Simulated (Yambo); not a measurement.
Yambo run on LuIO (space group P4/nmm, No. 129). The wavefunctions are PBEsol (pw.x of Quantum ESPRESSO, ONCV potentials, scalar-relativistic) ones on a 4×4×1 mesh (38 occupied bands); a = b = 3.844 Å, c = 9.085 Å, α = β = γ = 90.00°.

Yambo input:

```
rim_cut
HF_and_locXC
RandQpts= 1000000
RandGvec= 1 Ry
EXXRLvcs= 100 Ry
VXCRLvcs= 400 Ry
% QPkrange
 1 | 1 | 38 | 39 |
 2 | 2 | 38 | 39 |
 3 | 3 | 38 | 39 |
 6 | 6 | 38 | 39 |
%
```

k points by index: 1 = Γ, 2 = (0, 0.25, 0), 3 = X, 6 = M.

The o-*.hf file then holds:

```
#    K-point    Band    Eo [eV]    Ehf [eV]    Vxc [eV]    Vnlxc [eV]
#
    1    38    -0.118027    -2.978715    -12.75579    -15.61648
    1    39    3.239700    7.450054    -10.61674    -6.406386
    2    38    0.000000    -2.714364    -12.57657    -15.29093
    2    39    4.292646    8.640013    -11.72921    -7.381842
    3    38    -0.031762    -2.588428    -12.16331    -14.71998
    3    39    4.850745    9.195872    -12.27719    -7.932059
    6    38    -1.080553    -4.031854    -12.50102    -15.45232
    6    39    3.203506    7.102610    -10.47069    -6.571581
```
Exchange alone, without screening.

Spin-orbit coupling is not included.

Geometry relaxed with PBE+D3(BJ).
